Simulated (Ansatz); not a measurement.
A geometry of InBi away from equilibrium: the start of the relaxation of a relaxed InBi cell, doubled along one cell vector, shaken by Gaussian noise of σ = 0.08 Å a coordinate. These are r2SCAN (plane waves to 500 eV, PAW, scalar-relativistic; Ansatz, an electronic-structure program) values and carry that method's errors. Γ-centred k-mesh 5×9×5 on the run's cell (coarser than for final values), Fermi–Dirac smearing 0.05 eV.

```xyz
8
Lattice="4.3562 -7.5382 0.0000 2.1781 3.7691 0.0000 0.0000 0.0000 7.5519" Properties=species:S:1:pos:R:3 pbc="T T T"
In     2.2660    -0.0064     3.7830
In     4.5032    -3.7864     3.6418
In     2.1816    -0.0971    -0.0067
In     4.2949    -3.6570     0.0756
Bi     2.1671     2.4231     5.5984
Bi     4.4407    -1.2593     5.6923
Bi     2.1560    -2.4894     1.8904
Bi     4.3383    -6.3474     1.8312
```

Problem. Give the Cartesian forces on all atoms (eV/Å).

Solution. 
```json
[
 {"atom": "In1", "Fx": "-0.13", "Fy": "-0.18", "Fz": "0.06"},
 {"atom": "In2", "Fx": "-0.37", "Fy": "-0.06", "Fz": "0.41"},
 {"atom": "In3", "Fx": "-0.02", "Fy": "0.15", "Fz": "-0.18"},
 {"atom": "In4", "Fx": "0.06", "Fy": "-0.30", "Fz": "-0.31"},
 {"atom": "Bi5", "Fx": "-0.01", "Fy": "0.19", "Fz": "0.21"},
 {"atom": "Bi6", "Fx": "0.08", "Fy": "0.05", "Fz": "-0.20"},
 {"atom": "Bi7", "Fx": "-0.04", "Fy": "-0.07", "Fz": "0.18"},
 {"atom": "Bi8", "Fx": "0.43", "Fy": "0.23", "Fz": "-0.15"}
]
```

Problem. What is the pressure?

Solution. +0.3 GPa, compression positive.

Problem. How far above the relaxed end point is this geometry?

Solution. 0.02 eV/atom; the path ends in Pbcm (No. 57) at a tolerance of 0.01 Å, P6₃/mmc (No. 194) at 0.1 Å.

No spin polarisation in the result.

The end of the path is a generated cell of InBi: the first start was made by placing the elements on the sites of a structure type, and the end was not matched to a known phase here, so it may be hypothetical.
